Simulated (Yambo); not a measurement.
A G0W0@LDA run in Yambo for LiBH4 (space group Ama2, No. 40) (2×4×4 Γ-centred k mesh, bands 3 to 177 and a 8 Ry block in the screening, 177 bands in G with the Bruneval-Gonze terminator, plasmon pole fitted at 27.2 eV) gives these matrix elements, in eV, at the band edges ((0, 0, 0.25) → (0, -0.5, -0.5)):

```csv
state,E0,<Vxc>,<Σx>,<Σc(E0)>,Z
valence edge,0.000,-12.671,-16.667,1.751,0.811
conduction edge,4.973,-7.465,-3.298,-2.904,0.856
```

Q: Solve the linearised quasiparticle equation for both states, give the gap, and say how exchange and correlation each act on it.

A: E = E0 + Z(Σx + Σc − Vxc). Valence: 0.000 + 0.811 × (-16.667 + (1.751) − (-12.671)) = -1.82 eV. Conduction: 4.973 + 0.856 × (-3.298 + (-2.904) − (-7.465)) = 6.05 eV. The gap is 7.87 eV, against 4.97 eV in LDA. Replacing Vxc by bare exchange alone would open it by 8.16 eV; correlation takes back 4.66 eV of that, and Z scales what is left. Nearest settings tried, and what they do to the gap: 135 bands in W, 135 bands in G: -18 meV; 6 Ry block (181 vectors against 267): -81 meV; 4×4×4 mesh: +9 meV. So the settings aren't converged at that level. 

Geometry of the Materials Project entry, not relaxed at this level; primitive cell a = 6.395 Å, b = c = 3.964 Å, α = 90.54°, β = γ = 90.00°.

The structure is a Materials Project entry; no match was found in the copy of COD used, and its stability was not checked.
